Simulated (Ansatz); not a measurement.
Cr₃NiB (anti-perovskite, Pm-3m) at seven volumes, plane-wave PAW PBEsol (Ansatz code), scaled uniformly. One row is withheld.

| V (Å³/atom) | P (GPa) |
|---|---|
| 9.951 | ? |
| 10.279 | 16.16 |
| 10.607 | 7.46 |
| 10.935 | 0.02 |
| 11.263 | -6.32 |
| 11.591 | -11.74 |
| 11.919 | -16.37 |

### Question
Fit the shown pressures and predict the withheld one.

### Answer
Third-order Birch–Murnaghan: P = (3/2)B₀(x^(7/2) − x^(5/2))[1 + (3/4)(B′ − 4)(x − 1)] with x = (V₀/V)^(2/3). Least squares on the six rows gives V₀ = 10.936 Å³/atom, B₀ = 228.5 GPa, B′ = 4.27. At V = 9.951, x = 1.0649 and P = 26.40 GPa. The run itself gave 26.35 GPa.

The start of the workflow was typed in or built on a structure type; neither database checked (COD, Materials Project) lists it. Whether it is the stable phase at ambient conditions was not checked. Symmetry was held in the PBEsol relaxation; whether a distortion lowers the energy is not shown. The workflow began spin-polarised and lost its moments. The volume moved by -26 % from the start of the relaxation. Its formation energy is positive at this level, so the cell may be metastable or incomplete.

Potentials: the earlier of the program's two PAW sets. The files were generated under PBE; for other functionals the program regenerates the frozen cores, and for LDA and PBEsol the local potential too.
